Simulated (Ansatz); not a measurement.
RbCaH₃ (cubic perovskite, space group No. 221), the program Ansatz at the LDA level (PAW), all energies at zero smearing, with the estimated change up to a 700 eV cutoff added, with one set of potentials and settings (totals compare only within such a set). Cell of 5 atoms (1 Rb, 1 Ca, 3 H): -4992.364 eV.

| element | reference phase | E (eV/atom) |
|---|---|---|
| Rb | Im-3m, 1 atoms in the cell | -3170.7586 |
| Ca | Fm-3m, 1 atoms in the cell | -1772.6031 |
| H | Cmce, 4 atoms in the cell | -15.5386 |

Formation energy per atom, worked out: (-4992.364 − 1×(-3170.7586) − 1×(-1772.6031) − 3×(-15.5386))/5 = -0.477 eV/atom (-46 kJ per mol of atoms), at 0 K, without zero-point energy or fitted corrections.

Space group Pm-3m (cubic perovskite). The first step of the workflow began from a Materials Project structure, measured or hypothetical; the Crystallography Open Database files this formula in space group No. 221, but the cells were not matched. Its standing as an ambient phase is unchecked. The LDA relaxation kept the symmetry of its start; phonons on a q-mesh show no instability. The references are the lowest solids computed at this level, not always the standard phases (solids in place of the gases).

Potentials: the later of the program's two PAW sets.
